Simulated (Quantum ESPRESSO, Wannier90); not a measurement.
BaTiO3 (R3m): Wannier90 run

```
BaTiO3
1.0
    2.84826     1.64444     2.33556
   -2.84826     1.64444     2.33556
    0.00000    -3.28888     2.33556
Ba Ti O
1 1 3
Direct
  0.00014   0.00014   0.00014
  0.51333   0.51333   0.51333
  0.48895   0.97972   0.48895
  0.48895   0.48895   0.97972
  0.97972   0.48895   0.48895
```

Cell from Materials Project (mp-5020), symmetrised, no further relaxation. COD (Crystallography Open Database) has the formula in 5 space groups, this one among them (matched by group alone). Level: PBEsol, no spin polarisation, no spin-orbit coupling; pw.x of Quantum ESPRESSO at 68 Ry with PseudoDojo potentials, 6×6×6 k-points, Wannier90. Density: 8×8×8 mesh, cold smearing 0.01 Ry. Spin-orbit coupling is left out although heavy elements are present.

Functional, cutoff and mesh named above are those of the base row (68); the first column says what each row takes instead. Model: 12 functions from bands 6-8,12-20, start SCDM (isolated) (the valence bands). Energies are relative to the valence-band maximum; the misfit is to pw.x on a path, for all bands of the set. Only the plane-wave cutoff changes (density cutoff four times as high). Ω_total can sit in another minimum from row to row; Ω_I of an isolated set cannot. A star marks runs that hit the step limit.

| ecutwfc (Ry) | Ω_I (Å²) | Ω_total (Å²) | rms misfit (meV) | gap (eV) | ΔE to highest cutoff (meV/atom) | plane waves a k-point, about (cost) | rough cost of nscf and overlaps (first row = 1) |
|---|---|---|---|---|---|---|---|
| 34 | 12.68 | 14.02* | 12 | 2.845 | 3861.4 | 1500 | 1.0 |
| 42 | 12.77 | 14.10* | 5.7 | 2.542 | 1456.2 | 2000 | – |
| 51 | [?] | 14.16* | 3.3 | [?] | [?] | 2700 | – |
| 68 | 12.87 | 14.20* | 1.2 | 2.373 | 16.8 | 4200 | – |
| 84 | 12.87 | 14.19* | 1.2 | 2.370 | 0.2 | 5800 | – |
| 105 | 12.87 | 14.20* | 1.1 | 2.370 | 0.0 | 8000 | – |

**Question.** What belongs in the gaps?

**Answer.** 
- 51, Ω_I (Å²): 12.84
- 51, gap (eV): 2.436
- 51, ΔE to highest cutoff (meV/atom): 409.8
